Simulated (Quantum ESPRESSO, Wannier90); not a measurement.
**GeTe (R3m): Wannier90 run**

Materials Project entry mp-938; symmetrised, unrelaxed at this level. COD (Crystallography Open Database) has the formula in 3 space groups, this one among them (matched by group alone). Method: PBEsol plane waves in Quantum ESPRESSO 7.5 (PseudoDojo norm-conserving files, 66 Ry, no spin polarisation, no spin-orbit coupling), Bloch states on a 10×10×10 mesh through Γ, Wannier90 4.0.1. Density: 10×10×10 mesh, cold smearing 0.01 Ry. The cell is built of weakly bound layers, chains or molecules, whose nearest atoms lie 3.30 Å apart. Database cells relaxed without dispersion often hold them too far apart, which can enlarge gaps and weakens couplings between them; spacing and stacking were not compared with the measured crystal. Spin-orbit coupling is left out although heavy elements are present.

On the energy scale of pw.x, whose zero is arbitrary, the valence-band maximum lies at 9.18 eV.

Input w.win:

```
num_bands = 13
num_wann = 8
exclude_bands = 1-10,24-25
num_iter = 800
conv_tol = 1.0e-6
conv_window = 4
dis_num_iter = 1000
dis_conv_tol = 1.0e-6
dis_froz_max = 11.22
write_hr = true
write_u_matrices = true
begin projections
Ge: s;p
Te: s;p
end projections
begin unit_cell_cart
ang
   -2.0944950528    3.6277718476    0.0000000000
   -4.1889901056    0.0000000000    0.0000000000
   -2.0944950528    1.2092572825    3.6790270000
end unit_cell_cart
begin atoms_frac
Ge  -0.0077700000 -0.0077700000  0.0233100000
Te  -0.4712230000 -0.4712230000  0.4136690000
end atoms_frac
mp_grid = 10 10 10
begin kpoints
0.0000000000 0.0000000000 0.0000000000
0.0000000000 0.0000000000 0.1000000000
0.0000000000 0.0000000000 0.2000000000
... (997 more lines: the 10x10x10 mesh through Gamma)
end kpoints
```

Input of pw2wannier90.x that gives the overlap and projection files (equivalent; here they were cut from one run over all bands):

```
&inputpp
  outdir = './out'
  prefix = 'pwscf'
  seedname = 'w'
  write_amn = .true.
  write_mmn = .true.
/
```

Output w.wout (banner and timings cut):

```
                                    ------
                                    SYSTEM
                                    ------

                              Lattice Vectors (Ang)
                    a_1    -2.094495   3.627772   0.000000
                    a_2    -4.188990   0.000000   0.000000
                    a_3    -2.094495   1.209257   3.679027

                   Unit Cell Volume:      55.90907  (Ang^3)

                        Reciprocal-Space Vectors (Ang^-1)
                    b_1     0.000000   1.731968  -0.569280
                    b_2    -1.499928  -0.865984  -0.569280
                    b_3     0.000000   0.000000   1.707839

 *----------------------------------------------------------------------------*
 |   Site       Fractional Coordinate          Cartesian Coordinate (Ang)     |
 +----------------------------------------------------------------------------+
 | ge   1  -0.00777  -0.00777   0.02331   |    0.00000  -0.00000   0.08576    |
 | te   1  -0.47122  -0.47122   0.41367   |    2.09450  -1.20926   1.52190    |
 *----------------------------------------------------------------------------*
                                ------------
                                K-POINT GRID
                                ------------

             Grid size = 10 x 10 x 10      Total points = 1000

 *---------------------------------- MAIN ------------------------------------*
 |  Number of Wannier Functions               :                 8             |
 |  Number of Objective Wannier Functions     :                 8             |
 |  Number of input Bloch states              :                13             |
 |  Output verbosity (1=low, 5=high)          :                 1             |
 |  Timing Level (1=low, 5=high)              :                 1             |
 |  Optimisation (0=memory, 3=speed)          :                 3             |
 |  Length Unit                               :               Ang             |
 |  Post-processing setup (write *.nnkp)      :                 F             |
 |  Using Gamma-only branch of algorithms     :                 F             |
 *----------------------------------------------------------------------------*
 *------------------------------- WANNIERISE ---------------------------------*
 |  Total number of iterations                :               800             |
 |  Number of CG steps before reset           :                 5             |
 |  Trial step length for line search         :             2.000             |
 |  Convergence tolerence                     :         0.100E-05             |
 |  Convergence window                        :                 4             |
 |  Iterations between writing output         :                 1             |
 |  Iterations between backing up to disk     :               100             |
 |  Write r^2_nm to file                      :                 F             |
 |  Write xyz WF centres to file              :                 F             |
 |  Write on-site energies <0n|H|0n> to file  :                 F             |
 |  Use guiding centre to control phases      :                 F             |
 |  Use phases for initial projections        :                 F             |
 *----------------------------------------------------------------------------*
 *------------------------------- DISENTANGLE --------------------------------*
 |  Using band disentanglement                :                 T             |
 |  Total number of iterations                :              1000             |
 |  Mixing ratio                              :             0.500             |
 |  Convergence tolerence                     :         1.000E-06             |
 |  Convergence window                        :                 3             |
 *----------------------------------------------------------------------------*
 *-------------------------------- PLOTTING ----------------------------------*
 |  Plotting Hamiltonian in WF basis          :                 T             |
 *----------------------------------------------------------------------------*

 *---------------------------------- K-MESH ----------------------------------*
 +----------------------------------------------------------------------------+
 |                    Distance to Nearest-Neighbour Shells                    |
 |                    ------------------------------------                    |
 |          Shell             Distance (Ang^-1)          Multiplicity         |
 |          -----             -----------------          ------------         |
 |             1                   0.170784                      2            |
 |             2                   0.182313                      6            |
 |             3                   0.207269                      6            |
 |             4                   0.286094                      6            |
 |             5                   0.299986                      6            |
 |             6                   0.333192                      6            |
 |             7                   0.341568                      2            |
 |             8                   0.345193                     12            |
       ... (lines left out)
 +----------------------------------------------------------------------------+
 | The b-vectors are chosen automatically                                     |
 | The following shells are used:                       1,  2                 |
 +----------------------------------------------------------------------------+
 |                        Shell   # Nearest-Neighbours                        |
 |                        -----   --------------------                        |
 |                          1               2                                 |
 |                          2               6                                 |
 +----------------------------------------------------------------------------+
 | Completeness relation is fully satisfied [Eq. (B1), PRB 56, 12847 (1997)]  |
 +----------------------------------------------------------------------------+
 |                  b_k Vectors (Ang^-1) and Weights (Ang^2)                  |
 |                  ----------------------------------------                  |
 |            No.         b_k(x)      b_k(y)      b_k(z)        w_b           |
 |            ---        --------------------------------     --------        |
 |             1         0.000000    0.000000    0.170784    13.438524        |
 |             2         0.000000    0.000000   -0.170784    13.438524        |
 |             3        -0.149993   -0.086598   -0.056928    11.112172        |
 |             4         0.000000    0.173197   -0.056928    11.112172        |
 |             5        -0.149993    0.086598    0.056928    11.112172        |
 |             6         0.149993    0.086598    0.056928    11.112172        |
 |             7         0.000000   -0.173197    0.056928    11.112172        |
 |             8         0.149993   -0.086598   -0.056928    11.112172        |
 +----------------------------------------------------------------------------+
 |                           b_k Directions (Ang^-1)                          |
 |                           -----------------------                          |
 |            No.           x           y           z                         |
 |            ---        --------------------------------                     |
 |             1         0.000000    0.000000    0.170784                     |
 |             2        -0.149993   -0.086598   -0.056928                     |
 |             3         0.000000    0.173197   -0.056928                     |
 |             4        -0.149993    0.086598    0.056928                     |
 +----------------------------------------------------------------------------+

 Starting a new Wannier90 calculation ...

 Reading overlaps from w.mmn

 Reading projections from w.amn

 *------------------------------- DISENTANGLE --------------------------------*
 +----------------------------------------------------------------------------+
 |                              Energy  Windows                               |
 |                              ---------------                               |
 |                   Outer:   -3.80413  to   22.85713  (eV)                   |
 |                   Inner:   -3.80413  to   11.22000  (eV)                   |
 +----------------------------------------------------------------------------+
   Number of target bands to extract:    8

                   Unitarised projection of Wannier functions
                   ------------------------------------------
   A_mn = <psi_m|g_n> --> S = A.A^+ --> U = S^-1/2.A
   In dis_project... done
   Using an inner window (linner = T)
   In dis_proj_froz... done

                   Extraction of optimally-connected subspace
                   ------------------------------------------
 +---------------------------------------------------------------------+<-- DIS
 |  Iter     Omega_I(i-1)      Omega_I(i)      Delta (frac.)           |<-- DIS
 +---------------------------------------------------------------------+<-- DIS
       1      16.93914189      14.34496317       1.808E-01    <-- DIS
       2      14.57489646      13.69572956       6.419E-02    <-- DIS
       3      13.98965001      13.31033159       5.104E-02    <-- DIS
       4      13.53741279      13.06010366       3.655E-02    <-- DIS
       5      13.21493617      12.89335058       2.494E-02    <-- DIS
       6      12.99186304      12.78020026       1.656E-02    <-- DIS
       ... (lines left out)
     101      12.46234295      12.46240277      -4.800E-06    <-- DIS
       ... (lines left out)
     143      12.46235770      12.46236982      -9.727E-07    <-- DIS
     144      12.46235807      12.46236973      -9.358E-07    <-- DIS
     145      12.46235842      12.46236964      -9.002E-07    <-- DIS

             <<<      Delta < 1.000E-06  over  3 iterations     >>>
             <<< Disentanglement convergence criteria satisfied >>>

        Final Omega_I    12.46236964 (Ang^2)

 +----------------------------------------------------------------------------+

 Writing checkpoint file w.chk... done

 *------------------------------- WANNIERISE ---------------------------------*
 +--------------------------------------------------------------------+<-- CONV
 | Iter  Delta Spread     RMS Gradient      Spread (Ang^2)            |<-- CONV
 +--------------------------------------------------------------------+<-- CONV

 ------------------------------------------------------------------------------
 Initial State
  WF centre and spread    1  (  0.000000, -0.000002,  0.095045 )     1.50365876
  WF centre and spread    2  (  0.000029,  0.000052,  0.069284 )     2.63918648
  WF centre and spread    3  ( -0.000024,  0.049386,  0.039633 )     2.66400120
  WF centre and spread    4  (  0.000054, -0.049650,  0.039926 )     2.66673952
  WF centre and spread    5  (  2.094477, -1.209246,  1.514016 )     1.42881477
  WF centre and spread    6  (  2.094486, -1.209279,  1.533847 )     2.31571423
  WF centre and spread    7  (  2.094554, -1.257237,  1.570505 )     2.35369013
  WF centre and spread    8  (  2.094556, -1.160796,  1.570616 )     2.35480856
  Sum of centres and spreads (  8.378132, -4.836772,  6.432870 )    17.92661365

      0     0.179E+02     0.0000000000       17.9266136494  <-- CONV
        O_D=      0.0177583 O_OD=      5.4464857 O_TOT=     17.9266136 <-- SPRD
 ------------------------------------------------------------------------------
      1    -0.425E-01     0.1225132639       17.8841230978  <-- CONV
        O_D=      0.0176155 O_OD=      5.4041380 O_TOT=     17.8841231 <-- SPRD
      2    -0.649E-01     0.1363525548       17.8192037500  <-- CONV
        O_D=      0.0198949 O_OD=      5.3369392 O_TOT=     17.8192038 <-- SPRD
      3    -0.540E-01     0.1515054445       17.7651565101  <-- CONV
        O_D=      0.0188441 O_OD=      5.2839427 O_TOT=     17.7651565 <-- SPRD
      4    -0.287E-01     0.1181596840       17.7364424129  <-- CONV
        O_D=      0.0176432 O_OD=      5.2564295 O_TOT=     17.7364424 <-- SPRD
      5    -0.144E-01     0.0852094776       17.7220515154  <-- CONV
        O_D=      0.0165990 O_OD=      5.2430829 O_TOT=     17.7220515 <-- SPRD
       ... (lines left out)
    100    -0.635E-02     0.0439918077       15.6591688925  <-- CONV
        O_D=      0.0142329 O_OD=      3.1825664 O_TOT=     15.6591689 <-- SPRD
       ... (lines left out)
    200    -0.267E-02     0.0337148061       15.4186863274  <-- CONV
        O_D=      0.0140267 O_OD=      2.9422900 O_TOT=     15.4186863 <-- SPRD
       ... (lines left out)
    300    -0.211E-02     0.0263197010       15.1280500998  <-- CONV
        O_D=      0.0150497 O_OD=      2.6506308 O_TOT=     15.1280501 <-- SPRD
       ... (lines left out)
    400    -0.120E-02     0.0190532620       14.8344915032  <-- CONV
        O_D=      0.0162929 O_OD=      2.3558290 O_TOT=     14.8344915 <-- SPRD
       ... (lines left out)
    500    -0.333E-03     0.0117835742       14.7798625581  <-- CONV
        O_D=      0.0165581 O_OD=      2.3009348 O_TOT=     14.7798626 <-- SPRD
       ... (lines left out)
    600    -0.169E-04     0.0022907467       14.7705926038  <-- CONV
        O_D=      0.0165929 O_OD=      2.2916301 O_TOT=     14.7705926 <-- SPRD
       ... (lines left out)
    700    -0.667E-05     0.0012997183       14.7690271350  <-- CONV
        O_D=      0.0165877 O_OD=      2.2900697 O_TOT=     14.7690271 <-- SPRD
       ... (lines left out)
    779    -0.560E-06     0.0004463749       14.7687709565  <-- CONV
        O_D=      0.0165903 O_OD=      2.2898110 O_TOT=     14.7687710 <-- SPRD
    780    -0.859E-06     0.0008316228       14.7687700972  <-- CONV
        O_D=      0.0165901 O_OD=      2.2898104 O_TOT=     14.7687701 <-- SPRD
    781    -0.462E-06     0.0005192185       14.7687696354  <-- CONV
        O_D=      0.0165899 O_OD=      2.2898101 O_TOT=     14.7687696 <-- SPRD
             <<<     Delta < 1.000E-06  over  4 iterations     >>>
             <<< Wannierisation convergence criteria satisfied >>>
 Final State
  WF centre and spread    1  (  0.003075,  0.001305,  0.663808 )     1.97051962
  WF centre and spread    2  (  0.511913,  0.297698, -0.144974 )     1.94280181
  WF centre and spread    3  ( -0.515659,  0.294753, -0.139674 )     1.94367615
  WF centre and spread    4  (  0.000698, -0.593677, -0.140290 )     1.94465483
  WF centre and spread    5  (  2.090995, -1.211341,  0.948692 )     1.76880056
  WF centre and spread    6  (  1.591390, -1.500797,  1.752323 )     1.73230171
  WF centre and spread    7  (  2.601041, -1.499226,  1.746523 )     1.73286421
  WF centre and spread    8  (  2.094681, -0.625455,  1.746488 )     1.73315076
  Sum of centres and spreads (  8.378135, -4.836741,  6.432898 )    14.76876964

         Spreads (Ang^2)       Omega I      =    12.462369639
        ================       Omega D      =     0.016589886
                               Omega OD     =     2.289810110
    Final Spread (Ang^2)       Omega Total  =    14.768769635
```
